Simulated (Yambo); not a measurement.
Yambo run on NaCl (rock salt, space group Fm-3m, No. 225). The wavefunctions come from this Quantum ESPRESSO step (PBEsol, PseudoDojo standard norm-conserving files, scalar-relativistic):

```
&CONTROL
  calculation = 'nscf'
  pseudo_dir = './pseudo'
  outdir = './out'
/
&SYSTEM
  ibrav = 0
  nat = 2
  ntyp = 2
  ecutwfc = 88.0
  ecutrho = 352.0
  occupations = 'fixed'
  force_symmorphic = .true.
  nbnd = 100
/
&ELECTRONS
  conv_thr = 2e-09
  diago_full_acc = .true.
  diago_thr_init = 1e-08
/
ATOMIC_SPECIES
Na 22.9898 Na.upf
Cl 35.4500 Cl.upf
CELL_PARAMETERS angstrom
  0.000000000000   2.801776548000   2.801776548000
  2.801776548000   0.000000000000   2.801776548000
  2.801776548000   2.801776548000   0.000000000000
ATOMIC_POSITIONS crystal
Na   0.000000000000   0.000000000000   0.000000000000
Cl   0.500000000000   0.500000000000   0.500000000000
K_POINTS automatic
4 4 4 0 0 0
```

Yambo input:

```
rim_cut
gw0
dyson
el_el_corr
HF_and_locXC
ppa
em1d
RandQpts= 1000000
RandGvec= 1 Ry
EXXRLvcs= 88 Ry
VXCRLvcs= 352 Ry
Chimod= "HARTREE"
% BndsRnXp
 2 | 98 |
%
NGsBlkXp= 10 Ry
% LongDrXp
 1.0 | 1.0 | 1.0 |
%
PPAPntXp= 27.2114 eV
% GbndRnge
 1 | 98 |
%
GTermKind= "BG"
DysSolver= "n"
ExtendOut
% QPkrange
 1 | 1 | 8 | 9 |
 3 | 3 | 8 | 9 |
 7 | 7 | 8 | 9 |
 8 | 8 | 8 | 9 |
%
```

k points by index: 1 = Γ, 3 = L, 7 = X, 8 = W.

Table of the .qp output:

```
#    K-point    Band    Eo [eV]    E [eV]    E-Eo [eV]    Vxc [eV]    Vnlxc [eV]    Sc|Eo [eV]    Sc|E [eV]    dSc/dw|Eo [eV]    Re(Z)    Im(Z)
#
    1    8    0.000000    -2.186891    -2.186891    -14.35573    -18.85347    1.809495    2.310846    -6.237975    0.813508    -0.001214
    1    9    5.008295    5.926596    0.918301    -8.420817    -4.277970    -3.082154    -3.224546    -4.219005    0.865766    -0.940899E-3
    3    8    -0.278536    -2.500617    -2.222080    -14.01151    -18.60579    1.861389    2.372200    -6.255013    0.813094    -0.001246
    3    9    7.096764    8.143198    1.046434    -8.054541    -3.782512    -3.063369    -3.225596    -4.218085    0.865791    -0.001076
    7    8    -0.628161    -2.889708    -2.261547    -13.74994    -18.44835    1.916234    2.436861    -6.263923    0.812877    -0.001360
    7    9    7.468162    8.690854    1.222692    -8.841320    -4.309287    -3.123319    -3.309341    -4.139687    0.867956    -0.821256E-3
    8    8    -0.793544    -3.050786    -2.257242    -13.40931    -18.08777    1.900261    2.421222    -6.279073    0.812499    -0.003191
    8    9    8.795626    10.08523    1.289600    -9.682568    -4.908747    -3.272041    -3.484221    -4.475668    0.858742    -0.003235
```
(The two width columns are left out.) Convergence of these settings isn't established.

Geometry relaxed with PBEsol.
